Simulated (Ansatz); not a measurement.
A bilayer cut from bulk MoS2 (3R-MoS2 type, space group R3m), in the bulk's stacking and in-plane cell, with 15 Å of vacuum. The upper layer (atoms 4 to 6) slides over the lower.

```xyz
6
Lattice="3.1752 0.0000 0.0000 1.5876 2.7498 0.0000 0.0000 0.0000 24.3041" Properties=species:S:1:pos:R:3 pbc="T T T"
S      2.3813     1.3749     7.5000
Mo    -0.7939    -0.4584     9.0550
S      2.3813     1.3749    10.6092
S      0.7937     0.4583    13.6949
Mo    -2.3815    -1.3750    15.2500
S      0.7937     0.4583    16.8041
```

In-plane vectors a = (3.175, 0.000) Å, b = (1.588, 2.750) Å, area 8.73 Å². The shift is s times the vector a (length 3.175 Å), so s = 1 restores the start. Atoms relax along the normal only. γ = [E(shift) − E(0)] / area.

Computed with r2SCAN+rVV10 (plane waves to 500 eV, PAW, scalar-relativistic; Ansatz, an electronic-structure program). k mesh 12×12×1 (Γ-centred), Fermi-Dirac smearing 0.05 eV. Energies are extrapolated to zero smearing. MoS2 is run without spin polarisation. MoS2 was relaxed with its symmetry unable to fall. This is one of several known forms of MoS2; the measured ambient cells at hand have space group No. 194. γ is measured from zero shift.

```json
[
 {"s": "0.000", "γ (mJ/m²)": "0"},
 {"s": "0.083", "γ (mJ/m²)": "9"},
 {"s": "0.167", "γ (mJ/m²)": "27"},
 {"s": "0.250", "γ (mJ/m²)": "49"},
 {"s": "0.333", "γ (mJ/m²)": "66"},
 {"s": "0.417", "γ (mJ/m²)": "76"},
 {"s": "0.500", "γ (mJ/m²)": "80"},
 {"s": "0.583", "γ (mJ/m²)": "76"},
 {"s": "0.667", "γ (mJ/m²)": "66"},
 {"s": "0.750", "γ (mJ/m²)": "49"},
 {"s": "0.833", "γ (mJ/m²)": "27"},
 {"s": "0.917", "γ (mJ/m²)": "9"}
]
```

**Question.** Does γ have a local minimum between the ends of the line, and at which s?

**Answer.** No computed point is one.

**Question.** By a periodic cubic spline through the points, what shear stress does the steepest rise of γ from s = 0 correspond to?

**Answer.** 0.83 GPa. A slope of 1 mJ/m² per Å is 0.01 GPa.

(The slope of γ gives the shear force per area between the displaced halves; near zero shift its curvature is an elastic stiffness.)
